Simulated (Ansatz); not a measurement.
KMgF3 (cubic perovskite, Pm-3m), plane-wave PAW LDA (Ansatz code): ε∞ = 2.16, cell volume 59.71 Å³. Infrared-active transverse modes:

```csv
ω_TO (cm⁻¹),oscillator strength S_xx (e²/amu)
155.8,0.07812
285.9,0.1247
512.9,0.1760
```

Q: Compute the static dielectric constant.

A: Each mode adds (4.921e7/V) S/ω²: 2.65, 1.26, 0.55. So ε0 = 6.62.

The LDA relaxation kept the symmetry of its start; phonons on a q-mesh show no instability.

Potentials: the later of the program's two PAW sets.
